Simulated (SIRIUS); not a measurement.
**A series of runs on a (001) slab of Mg4Te3Se (cut from a parent of space group no. 115; 8 atoms in the cell)**

```
Mg4SeTe3
1.0
    4.48738     0.00000     0.00000
    0.00000     4.48738     0.00000
    0.00000     0.00000    22.98860
Mg Te Se
4 3 1
Direct
  0.50000   0.00000   0.37960
  0.00000   0.50000   0.26100
  0.50000   0.00000   0.66702
  0.00000   0.50000   0.52333
  0.50000   0.50000   0.73900
  0.50000   0.50000   0.45135
  0.00000   0.00000   0.59518
  0.00000   0.00000   0.32030
```

Base run A: SIRIUS with LDA (PW92), GBRV LDA ultrasoft pseudopotentials, self-consistent single point.

Its settings: parameters.ngridk = 3 3 1; parameters.xc_functionals = [XC_LDA_X, XC_LDA_C_PW]; parameters.gk_cutoff = 6.325 1/bohr; parameters.pw_cutoff = 14.143 1/bohr; parameters.smearing = fermi_dirac; parameters.smearing_width = 0.00183747 Ha; potentials = GBRV LDA ultrasoft pseudopotentials; parameters.electronic_structure_method = pseudopotential; parameters.num_bands = 38; parameters.num_mag_dims = 0; parameters.num_dft_iter = 100; parameters.energy_tol = 1e-07 Ha; parameters.density_tol = 1e-06; mixer.type = anderson; mixer.beta = 0.7; mixer.use_hartree = false.

Spin-orbit coupling is left out, which matters for bands and gaps with elements this heavy. No dipole correction was used; where the two faces of such a cut differ, images can couple through a dipole. The bare cut can leave dangling bonds, and the run has no spin polarisation, so a lower magnetic or reconstructed surface may exist. No clean gap shows at this smearing width and mesh (spacing up to 0.47 Å⁻¹); the mesh is coarse for partly filled bands, so the values carry mesh errors. Semi-local functionals can close small gaps.

ΔF is the free energy per atom less that of run A. 

```json
[
 {"run": "A", "change": "base", "ΔF (meV/atom)": "0.00", "largest force (eV/Å)": "0.493"},
 {"run": "B", "change": "atom 3 moved by -0.15 angstrom along x", "ΔF (meV/atom)": "5.2", "largest force (eV/Å)": "0.783"},
 {"run": "C", "change": "atom 3 moved by -0.08 angstrom along x", "ΔF (meV/atom)": "1.48", "largest force (eV/Å)": "0.535"},
 {"run": "D", "change": "atom 3 moved by -0.04 angstrom along x", "ΔF (meV/atom)": "0.37", "largest force (eV/Å)": "0.492"},
 {"run": "E", "change": "atom 3 moved by +0.04 angstrom along x", "ΔF (meV/atom)": "0.37", "largest force (eV/Å)": "0.493"},
 {"run": "F", "change": "atom 3 moved by +0.08 angstrom along x", "ΔF (meV/atom)": "1.48", "largest force (eV/Å)": "0.535"},
 {"run": "G", "change": "atom 3 moved by +0.15 angstrom along x", "ΔF (meV/atom)": "5.2", "largest force (eV/Å)": "0.783"}
]
```

Run D against A: The free energy hardly moves (within 1 meV/atom) and the largest force hardly changes (0.493 to 0.492 eV/Å).

Run B against A: The free energy goes up by 5.2 meV/atom and the largest force goes from 0.493 to 0.783 eV/Å.

Run E against A: The free energy stays essentially unchanged (within 1 meV/atom) and the largest force stays at 0.493 eV/Å.

Small differences between rows can be mesh errors.
